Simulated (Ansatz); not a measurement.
TiB$_{2}$:
```
CELL_PARAMETERS angstrom
      1.47448    -6.69764     0.00000
      1.47448     6.69764     0.00000
      0.00000     0.00000     2.95378
ATOMIC_POSITIONS crystal
  B  0.97337 0.02663 0.25000
  B  0.02663 0.97337 0.75000
  B  0.24974 0.75026 0.25000
  B  0.75026 0.24974 0.75000
  Ti 0.60651 0.39349 0.25000
  Ti 0.39349 0.60651 0.75000
```

Relaxed with PBE. Special points in fractions of this cell's reciprocal vectors: Γ (0.000, 0.000, 0.000); Y (-0.500, 0.500, 0.000); C0 (-0.262, 0.738, 0.000); Σ0 (0.262, 0.262, 0.000); Z (0.000, 0.000, 0.500); A0 (0.262, 0.262, 0.500); E0 (-0.262, 0.738, 0.500); T (-0.500, 0.500, 0.500); S (0.000, 0.500, 0.000); R (0.000, 0.500, 0.500).

Q: List the band energies nearest the Fermi level at these points for plane-wave PAW PBE (Ansatz code).

A: In eV from the Fermi level; about four levels below and three above (degenerate sets whole), none deeper than 8.9 eV; points with the same levels are listed once.

```
k                     below                above
--  -----------------------  -------------------
Γ   -1.10 -0.84 -0.45 -0.24       2.68 3.14 3.16
Y   -1.06 -0.90 -0.43 -0.40       0.28 2.47 3.14
C0  -2.60 -1.80 -1.24 -0.44       0.56 1.36 1.69
Z   -2.53 -2.53 -0.54 -0.54  0.01 0.01 1.32 1.32
A0  -2.26 -2.26 -0.15 -0.15  3.66 3.66 4.13 4.13
T   -2.09 -2.09 -1.07 -1.07  0.19 0.19 1.47 1.47
S   -2.59 -1.97 -1.00 -0.53       0.55 1.30 1.81
R   -2.17 -2.17 -0.15 -0.15  3.75 3.75 4.13 4.13
```

Space group Cmcm. The cell is a constructed one: a structure type filled with these elements; neither database checked (COD, Materials Project) lists it. It is not the phase usual at ambient conditions (space group No. 191). The PBE relaxation kept the symmetry of its start; whether a distortion lowers the energy is not shown. No spin polarisation was allowed.

Potentials: the later of the program's two PAW sets.
